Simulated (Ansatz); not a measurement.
**Question.** LiNbO3 in space group R3c (No. 161; Li on 6a, Nb on 6a, O on 18b) is relaxed with r²SCAN (plane waves, PAW; program Ansatz). What lattice parameters of the conventional cell result?

**Answer.** a = 5.137 Å, c = 13.886 Å.

**Question.** Give the free coordinates with the occupied sites.

**Answer.** In one choice of origin and axes:

| atom | site | symmetry | x | y | z |
|---|---|---|---|---|---|
| Li | 6a | 3. | 0.0000 | 0.0000 | 0.2022 |
| Nb | 6a | 3. | 0.0000 | 0.0000 | 0.4841 |
| O | 18b | 1 | 0.0102 | 0.3780 | 0.2544 |

**Question.** Is it a metal or does it have a gap at this level?

**Answer.** A gap of 4.00 eV, indirect.

The cell was relaxed with r²SCAN under the symmetry of its start. No spin polarisation was allowed. Scalar-relativistic: spin–orbit coupling is off unless named, which matters more the heavier the elements.

Potentials: the later of the program's two PAW sets.
